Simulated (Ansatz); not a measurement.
**TaP, first-principles data**

TaP:
```
CELL_PARAMETERS angstrom
      3.26284     0.00000     0.00000
     -1.63142     2.82570     0.00000
      0.00000     0.00000     3.29729
ATOMIC_POSITIONS crystal
  Ta 0.66667 0.33333 0.00000
  P  0.00000 0.00000 0.50000
```

Space group P-6m2 (No. 187); conventional cell a = 3.2628 Å, b = 3.2628 Å, c = 3.2973 Å, α = 90.00°, β = 90.00°, γ = 120.00°.

Method: plane-wave PAW LDA (Ansatz code). The cell and atoms are relaxed at this level. Other levels are named where they apply.

### Cell and energy

```
Property                                                      Result
-----------------------------------------------------  -------------
Volume per atom                                             15.20 Å³
Density                                                  11.58 g/cm³
Formation energy from the elements (no fitted shifts)  -1.04 eV/atom
```

### Electronic structure

```
Property                                                                    Result
------------------------------------  --------------------------------------------
Electronic character                                             metallic (no gap)
Density of states at the Fermi level  0.14 states/eV per atom (mean over ±0.08 eV)
```

### Mechanics

```
Property                                                                                      Value
--------------------------------------------  -----------------------------------------------------
Bulk modulus (Birch–Murnaghan fit)                                                          217 GPa
Pressure derivative B′                                                                          4.1
Elastic constants (relaxed ions, GPa)         C11 = 321, C12 = 128, C13 = 176, C33 = 461, C44 = 222
Mechanical stability                                         stable (all eigenvalues of C positive)
Hill bulk and shear moduli                                                          223 and 138 GPa
Young's modulus                                                                             344 GPa
Poisson's ratio                                                                                0.24
Debye temperature from the elastic constants                                                  461 K
```

### Phonons

```
Property                                        Value
-----------------------------  ----------------------
Highest zone-centre frequency                372 cm⁻¹
Zone-centre stability          no imaginary mode at Γ
```

The workflow started from a Materials Project entry (that database holds measured and hypothetical structures alike); the Crystallography Open Database copy checked does not list it. COD files the formula under space group No. 141, so this cell is another polymorph or a model. Its standing as an ambient phase is unchecked. Symmetry was held in the LDA relaxation. No spin polarisation was allowed. As this level gives no gap, shear constants depend on the k-mesh and smearing (Fermi–Dirac, 0.1 eV here). As this level gives no gap, phonon frequencies hold no LO–TO term and depend on the k-mesh and smearing (Fermi–Dirac, 0.1 eV here). The references are the lowest solids computed at this level, not always the standard phases. Spin–orbit coupling is left out wherever it is not named.

Potentials: the later of the program's two PAW sets.
